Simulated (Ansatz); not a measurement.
## Vibrational response of Ta2W

These are results of Ansatz 0.2.0, DFT PBE, scalar-relativistic, plane waves, PAW, not measurements. Settings: 420 eV plane-wave cutoff, Γ-centred 20×20×20 mesh, Fermi-Dirac smearing of 0.15 eV. No spin polarisation. Phonons by linear response, acoustic sum rule imposed.

Relaxed structure:
```
CELL_PARAMETERS angstrom
-1.63004 1.63004 4.93674
1.63004 -1.63004 4.93674
1.63004 1.63004 -4.93674
ATOMIC_POSITIONS crystal
Ta 0.66105 0.66105 0.00000
Ta 0.33895 0.33895 0.00000
W 0.00000 0.00000 0.00000
```

The structure comes from a generated guess, relaxed at this level; another structure or a mixture of phases may lie lower. In a metal, frequencies depend on the k mesh and the smearing, soft modes most. Spin–orbit coupling is left out, which matters for heavy elements.

Question: Is this structure stable against zone-centre distortions?

Answer: Yes, at Γ: no optical mode is imaginary. Strains and other wave vectors aren't tested by this run.

Question: List the optical modes at Γ (i marks imaginary ones).

Answer:
```json
{"frequency (THz)": "4.34", "degeneracy": "2"}
{"frequency (THz)": "4.65", "degeneracy": "2"}
{"frequency (THz)": "4.99", "degeneracy": "1"}
{"frequency (THz)": "5.13", "degeneracy": "1"}
```
